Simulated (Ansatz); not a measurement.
PbS:
```
CELL_PARAMETERS angstrom
      0.00000     2.95138     2.95138
      2.95138     0.00000     2.95138
      2.95138     2.95138     0.00000
ATOMIC_POSITIONS crystal
  S  0.00000 0.00000 0.00000
  Pb 0.50000 0.50000 0.50000
```

Relaxed with DFT-PBEsol in the program Ansatz with PAW potentials. Indices refer to the conventional cell of Fm-3m, a = 5.9028 Å, b = 5.9028 Å, c = 5.9028 Å, α = 90.00°, β = 90.00°, γ = 90.00°.

Simulate the powder diffraction pattern (Co Kα, λ = 1.79026 Å; lines above 1 %) up to 2θ = 90°.

Simulated powder pattern, Co Kα, λ = 1.79026 Å (kinematic, ideal powder, no thermal factors, no anomalous dispersion; the 30 strongest lines at most, above 1 %, up to 2θ = 90°):

```csv
2θ (°),d (Å),I/Imax (%),hkl
30.46,3.408,98,(111)
35.31,2.951,100,(200)
50.80,2.087,73,(220)
60.39,1.780,49,(311)
63.38,1.704,26,(222)
74.69,1.476,12,(400)
82.75,1.354,22,(331)
85.40,1.320,37,(420)
```

The PBEsol relaxation kept the symmetry of its start. Spin–orbit coupling is left out wherever it is not named.

Potentials: the later of the program's two PAW sets.
